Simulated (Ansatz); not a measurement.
HfN:
```
CELL_PARAMETERS angstrom
      2.80415     0.00000     0.00000
      0.00000     2.80415     0.00000
      0.00000     0.00000     2.80415
ATOMIC_POSITIONS crystal
  Hf 0.00000 0.00000 0.00000
  N  0.50000 0.50000 0.50000
```

Relaxed with r²SCAN. Special points in fractions of this cell's reciprocal vectors: Γ (0.000, 0.000, 0.000); X (0.000, 0.500, 0.000); M (0.500, 0.500, 0.000); R (0.500, 0.500, 0.500).

Question: List the band energies nearest the Fermi level at these points for the program Ansatz at the r²SCAN level (PAW).

Answer: In eV from the Fermi level; about four levels below and three above (degenerate sets whole), none deeper than 8.9 eV; … stands for higher levels left out; points with the same levels are listed once.

```
k                          below           above
-  -----------------------------  --------------
Γ  -2.47 -2.47 -1.16 -1.16 -1.16          4.18 …
X        -8.03 -2.83 -2.83 -1.23     6.05 7.42 …
M        -4.22 -4.22 -1.30 -0.57  3.01 3.41 3.41
R              -7.16 -7.16 -7.16  8.46 8.46 8.46
```

Space group Pm-3m (CsCl type). A made-up cell: these elements were put on the sites of a structure type; neither database checked (COD, Materials Project) lists it. It is not the phase usual at ambient conditions (space group No. 225). Symmetry was held in the r²SCAN relaxation; its stability against distortions is not shown here. The run is not spin-polarised. With an odd number of electrons in the cell and no spin polarisation, the count alone makes it a metal. Spin–orbit coupling is left out wherever it is not named.

Potentials: the later of the program's two PAW sets.
